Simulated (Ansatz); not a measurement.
BeSe (zinc blende, F-43m) at seven volumes, HSE06 in the plane-wave PAW code Ansatz, scaled uniformly. One row is withheld.

```tsv
V (Å³/atom)	P (GPa)
15.503	9.14
16.014	5.63
16.525	2.61
17.036	0.00
17.547	?
18.058	-4.21
18.569	-5.91
```

**Question.** Fit the shown pressures and predict the withheld one.

**Answer.** P = (3/2)B₀(x^(7/2) − x^(5/2))[1 + (3/4)(B′ − 4)(x − 1)] with x = (V₀/V)^(2/3). Least squares on the six rows gives V₀ = 17.036 Å³/atom, B₀ = 80.9 GPa, B′ = 3.84. At V = 17.547, x = 0.9805 and P = -2.26 GPa. The run itself gave -2.26 GPa.

The cell was relaxed with HSE06 under the symmetry of its start.

Potentials: the earlier of the program's two PAW sets.
